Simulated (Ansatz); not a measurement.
Li$_{2}$O:
```
Li2O
1.0
    0.00000     2.31301     2.31301
    2.31301     0.00000     2.31301
    2.31301     2.31301     0.00000
O Li
1 2
Direct
  0.00000   0.00000   0.00000
  0.25000   0.25000   0.25000
  0.75000   0.75000   0.75000
```

Relaxed with PBE.

Map the electron localisation function on the plane through (0.000, 0.000, 0.000) spanned by u = [1, 0, 0] and v = [-1, 1, 1] in lattice vectors, from DFT-PBE in the program Ansatz with PAW potentials.

x is the fraction of u, y of v (the angle between them is 90°; rows are the nearest grid lines); atoms in the plane: O at (0.00, 0.00), Li at (0.50, 0.25), Li at (0.50, 0.75).
```
|:=#%#*-   -*#%#=:|
|=+#%#*:   :*#%#+=|
|##%%#=     =#%%##|
|%%%#+.  .  .+#%%%|
|###*: .#@#. :*###|
|***-  +@@@+  -***|
|+=-.  #@@@#  .-=+|
|::.   +@@@+   .::|
|.     .=*=      .|
|                 |
|                 |
|                 |
|                 |
|                 |
|                 |
|.      =*=.     .|
|::.   +@@@+   .::|
|+=-.  #@@@#  .-=+|
|***-  +@@@+  -***|
|###*: .#@#. :*###|
|%%%#+.  .  .+#%%%|
|##%%#=     =#%%##|
|=+#%#*:   :*#%#+=|
|:=#%#*-   -*#%#=:|
```
Scale: ten equal steps from 0.013 (start of ' ') to 0.997 (end of '@'), in the order ' .:-=+*#%@'; x runs from 0.000 to 1.00, y from 0.000 (bottom) to 1.00 (top).

The density is the valence pseudo-density with augmentation charge, so density and ELF within about 1 Å of a nucleus are not all-electron values.

Space group Fm-3m (anti-fluorite). Symmetry was held in the PBE relaxation.

Potentials: the later of the program's two PAW sets.
